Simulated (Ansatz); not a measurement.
Ga$_{2}$Pt (cubic Laves (MgCu2 type), Fd-3m) under volume change, plane-wave PAW r²SCAN (Ansatz code), scaled uniformly.

```
V (Å³/atom)  E − E(relaxed) (meV/atom)  P (GPa)
-----------  -------------------------  -------
14.280                            56.2    14.02
14.751                            23.4     8.48
15.222                             5.5     3.86
15.693                             0.0     0.00
16.163                             4.9    -3.22
16.634                            18.4    -5.88
17.105                            39.0    -8.07
```

Question: What does a third-order Birch–Murnaghan fit give for V₀, B₀ and B′?

Answer: V₀ = 15.69 Å³/atom, B₀ = 117 GPa, B′ = 5.1.

The cell is a constructed one: a structure type filled with these elements; neither database checked (COD, Materials Project) lists it. COD files the formula under space group No. 225, so this cell is another polymorph or a model. Its standing as an ambient phase is unchecked. The r²SCAN relaxation kept the symmetry of its start; whether a distortion lowers the energy is not shown. No spin polarisation was allowed. Scalar-relativistic: spin–orbit coupling is off unless named, which matters more the heavier the elements.

Potentials: the earlier of the program's two PAW sets.
